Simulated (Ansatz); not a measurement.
## WC: clamped-ion strain scan

Level of theory: DFT PBEsol, scalar-relativistic, plane waves, PAW in Ansatz 0.2.0. Cutoff 420 eV, Γ-centred 18×18×18 k-points, Gaussian smearing of 0.15 eV. Spin–orbit coupling is left out, which can shift energies with elements as heavy as these. No spin polarisation. Energies are free energies at this smearing, counted from the undisturbed cell; pressure is positive in compression.

Reference structure (as given, not relaxed at this level; it stands at -10.1 GPa; this rock-salt form isn't the usual structure):

```
CELL_PARAMETERS angstrom
0.00000 2.19268 2.19268
2.19268 0.00000 2.19268
2.19268 2.19268 0.00000
ATOMIC_POSITIONS crystal
W 0.00000 0.00000 0.00000
C 0.50000 0.50000 0.50000
```

The cell is strained by ε times the Voigt pattern (0, 0, 0, 1, 0, 0) (xx, yy, zz, yz, xz, xy; engineering shear) with fractional coordinates fixed. The cell is metallic on the mesh throughout. At -10 GPa the given cell is far from its own equilibrium, so these figures belong to a strongly strained crystal.

ε, ΔE (meV/atom) and a bar:
```
  -0.0200        1.8 ##############################
  -0.0100        0.5 ########
   0.0000        0.0
   0.0025        0.0 #
   0.0050        0.1 ##
   0.0075        0.3 ####
   0.0125        0.7 ############
   0.0150        1.0 #################
   0.0175        1.4 #######################
```

By symmetry 0.0200 repeats -0.0200, -0.0150 repeats 0.0150, 0.0100 repeats -0.0100, -0.0050 repeats 0.0050 in energy, with the opposite slope along the path.